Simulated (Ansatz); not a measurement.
TiP (CsCl type, Pm-3m), a = 3.039 Å, b = 3.039 Å, c = 3.039 Å, α = 90.00°, β = 90.00°, γ = 90.00°.

This is the PBEsol-relaxed structure.

Question: All from DFT-PBEsol in the program Ansatz with PAW potentials, unless another level is named. Give the electronic character.

Answer: metallic (no gap).

Question: Next, the density of states at the Fermi level?

Answer: 1.2 states/eV per atom (mean over ±0.08 eV).

Question: What about the formation energy from the elements (no fitted shifts)?

Answer: -0.83 eV/atom.

A made-up cell: these elements were put on the sites of a structure type; neither database checked (COD, Materials Project) lists it. COD files the formula under space group No. 194. Whether it is the stable phase at ambient conditions was not checked. The cell was relaxed with PBEsol under the symmetry of its start. At this level the phase is mechanically unstable. No spin polarisation was allowed. The references are the lowest solids computed at this level, not always the standard phases.

Potentials: the earlier of the program's two PAW sets. The files were generated under PBE; for other functionals the program regenerates the frozen cores, and for LDA and PBEsol the local potential too.
